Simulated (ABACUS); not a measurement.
Set-up for a self-consistent single point of MoS2 (P6_3/mmc, 6 atoms in the cell; from Materials Project mp-1018809, changed as shown).

```
MoS2
1.0
    3.21474     0.00000     0.00000
   -1.60737     2.78404     0.00000
    0.00000     0.00000    13.03364
Mo S
2 4
Direct
  0.00000   0.00000   0.25000
  0.00000   0.00000   0.75000
  0.33333   0.66667   0.36774
  0.66667   0.33333   0.63226
  0.66667   0.33333   0.86774
  0.33333   0.66667   0.13226
```

Computed with PBE, PseudoDojo 0.5 standard norm-conserving PBE (tails mended) pseudopotentials (plane waves; ABACUS).

ABACUS settings:

- KPT = Gamma 8 8 2 0 0 0
- basis_type = pw
- ecutwfc = 80 Ry
- smearing_method = gaussian
- smearing_sigma = 0.000734986 Ry
- potentials = PseudoDojo 0.5 standard norm-conserving PBE (tails mended)
- symmetry = 1
- symmetry_prec = 1e-05
- ks_solver = dav_subspace
- scf_nmax = 100
- scf_thr = 1.0e-09 Ry
- mixing_type = broyden

### Question
Estimate, at this level of theory: pressure and largest force (vector length).

### Answer
The run gave:

- Pressure: 0.52 GPa
- Largest force (vector length): 0.311 eV/Å

For comparison: a first run was changed to give this one (lattice vector c scaled by 0.98), and from it to this one the free energy rises by 2.6 meV/atom, the pressure goes from -2.24 to 0.52 GPa and the largest force goes from 0.261 to 0.311 eV/Å.

The structure comes from a collection of computed structures, made at another level of theory; the collection holds predicted forms beside known ones. Its lattice was then scaled.

Cost on one core: roughly 3 core-minutes.

“Tails mended”: in these copies of the files the far tail of each local potential was reset to the Coulomb form.
